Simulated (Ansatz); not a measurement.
SnTe:
```xyz
2
Lattice="0.0000 3.1871 3.1871 3.1871 0.0000 3.1871 3.1871 3.1871 0.0000" Properties=species:S:1:pos:R:3 pbc="T T T"
Te     0.0000     0.0000     0.0000
Sn     3.1871     3.1871     3.1871
```

Relaxed with r²SCAN. Special points in fractions of this cell's reciprocal vectors: Γ (0.000, 0.000, 0.000); X (0.500, 0.000, 0.500); U (0.625, 0.250, 0.625); K (0.375, 0.375, 0.750); L (0.500, 0.500, 0.500); W (0.500, 0.250, 0.750).

Question: List the band energies nearest the valence-band maximum at these points for r²SCAN with spin–orbit coupling (plane waves, PAW; program Ansatz).

Answer: In eV from the valence-band maximum; about four levels below and three above (degenerate sets whole), none deeper than 8.9 eV; points with the same levels are listed once.

| k | below | above |
|---|---|---|
| Γ | -2.08 -2.08 -2.08 -2.08 | 2.84 2.84 3.67 3.67 3.67 3.67 |
| X | -4.13 -4.13 -3.69 -3.69 | 2.52 2.52 4.61 4.61 |
| U | -3.47 -3.47 -2.75 -2.75 | 2.85 2.85 3.36 3.36 |
| L | -1.73 -1.73 0.00 0.00 | 0.09 0.09 0.39 0.39 |
| W | -4.87 -4.87 -0.99 -0.99 | 0.88 0.88 4.75 4.75 |

Space group Fm-3m (rock salt). Symmetry was held in the r²SCAN relaxation. At this level the phase is dynamically unstable (imaginary phonons).

Potentials: the later of the program's two PAW sets.
